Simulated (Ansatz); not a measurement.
La2B4Rh5:
```xyz
11
Lattice="0.0000 4.9513 5.5722 2.7212 0.0000 5.5722 2.7212 4.9513 0.0000" Properties=species:S:1:pos:R:3 pbc="T T T"
Rh     1.3606     2.4757     2.7861
Rh     4.0818     7.4270     8.3583
B      2.7212     3.3546     7.0184
B      2.7212     6.5480     7.0184
B      2.7212     6.5480     4.1259
B      2.7212     3.3546     4.1259
La     2.7212     4.9513     1.5852
La     2.7212     4.9513     9.5591
Rh     1.3606     2.4757     0.0000
Rh     1.3606     2.4757     5.5722
Rh     2.7212     4.9513     5.5722
```

Relaxed with LDA.

**Question.** Which orbitals make up the states near the Fermi level in the program Ansatz at the LDA level (PAW)?

**Answer.** Within 0.5 eV of the Fermi level: Rh 4d 38 %, La 5d 31 %, B 2p 17 %, La 4f 6 %. Projections are on Löwdin-orthogonalised atomic valence shells; empty p or d shells of many metals are not among them.

**Question.** Tabulate the density of states.

**Answer.** States/eV per cell of 11 atoms, in 0.25 eV bins, energy from the Fermi level.

```tsv
E (eV)	total	Rh 4d	La 4f	B 2p
-7.85	2.79	0.94	0.01	0.13
-7.60	1.61	0.54	0.01	0.10
-7.35	0.39	0.12	0.00	0.03
-7.10	0.51	0.23	0.00	0.12
-6.85	1.09	0.56	0.00	0.31
-6.60	2.19	1.20	0.01	0.60
-6.35	3.43	1.87	0.01	1.03
-6.10	4.57	2.53	0.02	1.38
-5.85	8.30	4.90	0.03	2.26
-5.60	8.07	5.46	0.03	1.72
-5.35	9.76	6.58	0.03	2.21
-5.10	8.57	5.62	0.04	2.01
-4.85	10.11	6.62	0.05	2.31
-4.60	15.31	10.45	0.07	3.04
-4.35	10.75	7.36	0.06	2.06
-4.10	6.03	4.17	0.03	1.10
-3.85	10.37	7.24	0.06	1.53
-3.60	13.15	9.17	0.07	2.17
-3.35	13.35	9.97	0.12	1.48
-3.10	10.37	8.14	0.10	0.87
-2.85	8.76	7.16	0.08	0.49
-2.60	12.70	10.25	0.12	0.69
-2.35	12.43	10.11	0.13	0.71
-2.10	11.60	9.36	0.13	0.75
-1.85	11.89	9.49	0.12	0.93
-1.60	5.37	3.82	0.07	0.68
-1.35	5.47	2.94	0.11	1.23
-1.10	5.34	2.31	0.16	1.56
-0.85	4.76	1.81	0.17	1.47
-0.60	1.45	0.52	0.06	0.40
-0.35	1.43	0.45	0.07	0.33
-0.10	3.18	1.22	0.18	0.60
0.15	4.56	1.76	0.29	0.71
0.40	5.63	2.26	0.35	0.79
0.65	8.88	3.67	0.65	1.36
0.90	7.78	2.64	0.93	1.33
1.15	8.57	2.59	1.34	1.51
1.40	10.03	2.72	2.38	1.88
1.65	10.62	1.75	4.70	1.70
1.90	17.22	1.31	12.33	1.55
2.15	20.70	1.02	17.03	1.19
2.40	35.48	0.96	32.40	0.80
2.65	29.76	1.07	25.33	1.23
2.90	8.58	0.75	4.93	1.11
```

Space group Fmmm. The workflow started from an entry of the Crystallography Open Database (COD). Whether it is the stable phase at ambient conditions was not checked. The cell was relaxed with LDA under the symmetry of its start; whether a distortion lowers the energy is not shown. The run is not spin-polarised. Spin–orbit coupling is left out wherever it is not named.

Potentials: the later of the program's two PAW sets.
